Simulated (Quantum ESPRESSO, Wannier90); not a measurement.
**GaN (wurtzite), plane waves to Wannier functions**

Cell from Materials Project (mp-804), symmetrised, no further relaxation. COD (Crystallography Open Database) has the formula in 2 space groups, this one among them (matched by group alone). Level: PBEsol, spinors with spin-orbit coupling; pw.x of Quantum ESPRESSO at 68 Ry with PseudoDojo potentials, 6×6×4 k-points, Wannier90. Density: 12×12×6 mesh, cold smearing 0.01 Ry.

```
begin unit_cell_cart
ang
    3.1889298307    0.0000000000    0.0000000000
   -1.5944649154    2.7616942443    0.0000000000
    0.0000000000    0.0000000000    5.1923600000
end unit_cell_cart
mp_grid = 6 6 4
```

Neighbour vectors b of the finite-difference formula (Å⁻¹), by shell:

| shell | b_x | b_y | b_z |
|---|---|---|---|
| 1 | 0.00000 | 0.00000 | 0.30252 |
| 1 | 0.00000 | 0.00000 | -0.30252 |
| 2 | 0.00000 | 0.37919 | 0.00000 |
| 2 | 0.32838 | 0.18959 | 0.00000 |
| 2 | 0.00000 | -0.37919 | 0.00000 |
| 2 | 0.32838 | -0.18959 | 0.00000 |
| 2 | -0.32838 | -0.18959 | 0.00000 |
| 2 | -0.32838 | 0.18959 | 0.00000 |

Problem. Find the weights w_b from the completeness condition Σ_b w_b b_α b_β = δ_αβ.

Solution. Shell 1: Σ b_x² = 0.000, Σ b_y² = 0.000, Σ b_z² = 0.183 Å⁻²
Shell 2: Σ b_x² = 0.431, Σ b_y² = 0.431, Σ b_z² = 0.000 Å⁻²
Each of the three diagonal sums, weighted, has to give 1 and the off-diagonal ones 0, which holds for w_1 = 5.46 Å², w_2 = 2.32 Å². Check on xx: 5.46×0.000 + 2.32×0.431 = 1.00.

On this mesh the 12 functions of bands 25-36 (bands 25-36; start: atomic waves N 2p, conv_tol = 1.0e-6) end with spreads 1.6565, 1.6899, 1.6899, 1.6565, 1.6563, 1.6563, 1.6565, 1.6899, 1.6899, 1.6565, 1.6563, 1.6563 Å², Ω_I = 19.4582 Å² and Ω_D = 0.0357 Å².

Ω_total is the sum of the spreads, 20.011 Å². Ω_OD = Ω_total − Ω_I − Ω_D = 0.517 Å². Only (Ω_D + Ω_OD)/Ω_total = 2.8 % depends on the gauge, and another start could lower the total by that share at most. The rms radius is √(Ω_total/12) = 1.29 Å.
